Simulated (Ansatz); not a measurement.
A trial cell of TaGe3W2, before relaxation:

```cif
data_structure
_symmetry_space_group_name_H-M 'P-3m1'
_symmetry_Int_Tables_number 164
_cell_length_a 5.9388
_cell_length_b 5.9388
_cell_length_c 3.8963
_cell_angle_alpha 90.000
_cell_angle_beta 90.000
_cell_angle_gamma 120.000
_cell_volume 119.01
loop_
_atom_site_label
_atom_site_type_symbol
_atom_site_symmetry_multiplicity
_atom_site_Wyckoff_symbol
_atom_site_fract_x
_atom_site_fract_y
_atom_site_fract_z
_atom_site_occupancy
Ta1 Ta 1 b 0.00000 0.00000 0.50000 1
Ge1 Ge 3 f 0.50000 0.00000 0.50000 1
W1 W 2 d 0.33333 0.66667 0.69259 1
```

Method: DFT PBE, scalar-relativistic, plane waves, PAW (Ansatz 0.2.0). Cutoff 420 eV, Gaussian smearing, Γ-centred meshes. Cell and atoms relax first on a coarse mesh and then on a finer one. In between, the cell is made exact in the group found at 0.06 Å. In metals the finer mesh still leaves noise of several meV/atom or more. The steps can't lower the symmetry of their start. No spin polarisation.

A guess keeps its type if space group and coordination stay and the shape of the cell changes little (axis ratios within about 15 %, angles within 6°); the volume may change.

Question: Will the relaxed cell still be of the starting type?

Answer: It doesn't keep its type. The symmetry goes from P-3m1 (No. 164) to P6/mmm (No. 191). The volume per atom shrinks by 11.3 %, from 19.8 to 17.6 Å³. The shortest distance goes from 1.87 Å (Ge–W) to 2.61 Å (Ge–W). Counting neighbours within 15 % of an atom's shortest distance, the start has Ge 2, Ta 6, W 3 and the end Ge 10, Ta 6, W 6. In detail, at the end Ta is surrounded by 6 Ge at 2.69 Å; Ge has 4 W at 2.61 Å, 2 Ta at 2.69 Å and 4 Ge at 2.69 Å; around W lie 6 Ge at 2.61 Å and 3 W at 3.11 Å.

```
CELL_PARAMETERS angstrom
5.38994 0.00000 0.00000
-2.69497 4.66782 0.00000
0.00000 0.00000 4.19378
ATOMIC_POSITIONS crystal
Ta 0.00000 0.00000 0.50000
Ge 0.50000 0.00000 0.50000
Ge 0.00000 0.50000 0.50000
Ge 0.50000 0.50000 0.50000
W 0.33333 0.66667 0.00000
W 0.66667 0.33333 0.00000
```

The last run used a 12×12×10 mesh (in the run's order of axes) for its 6-atom cell and Gaussian smearing of 0.10 eV. These runs have no spin–orbit coupling, which can matter for Ta and W. A structure relaxed within its symmetry needn't be a true minimum. Another cell of TaGe3W2 relaxed alike, in P-4m2, lies 0.47 eV/atom lower, so this cell isn't the stable form at this level.
